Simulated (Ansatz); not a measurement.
Data:

BP:
```cif
data_B4P4
_chemical_formula_sum 'B4 P4'
_space_group_name_H-M_alt 'F-43m'
_space_group_IT_number 216
_space_group_name_Hall 'F -4 2 3'
_cell_length_a 4.54833
_cell_length_b 4.54833
_cell_length_c 4.54833
_cell_angle_alpha 90.000
_cell_angle_beta 90.000
_cell_angle_gamma 90.000
loop_
_atom_site_label
_atom_site_type_symbol
_atom_site_symmetry_multiplicity
_atom_site_Wyckoff_symbol
_atom_site_fract_x
_atom_site_fract_y
_atom_site_fract_z
_atom_site_occupancy
B1 B 4 d 0.75000 0.75000 0.75000 1
P1 P 4 b 0.50000 0.50000 0.50000 1
```
(The calculation used a cell of 2 atoms; values per cell refer to that cell.)

This is the PBE-relaxed structure.

Task: All from PBE (plane waves, PAW; program Ansatz), unless another level is named. Estimate the largest static χ(2) component.

Result: 25 pm/V.

Task: Predict the static dielectric constant ε0 (ions relaxed, cell fixed).

Result: 9.26.

Task: What about the Bader charges?

Result: B +0.46, P -0.46 e.

Task: Next, the Born charges (a third of the trace)?

Result: B -0.49, P +0.49 e.

The cell was relaxed with PBE under the symmetry of its start; phonons on a q-mesh show no instability. The volume moved by 18 % from the start of the relaxation.

Potentials: the later of the program's two PAW sets.
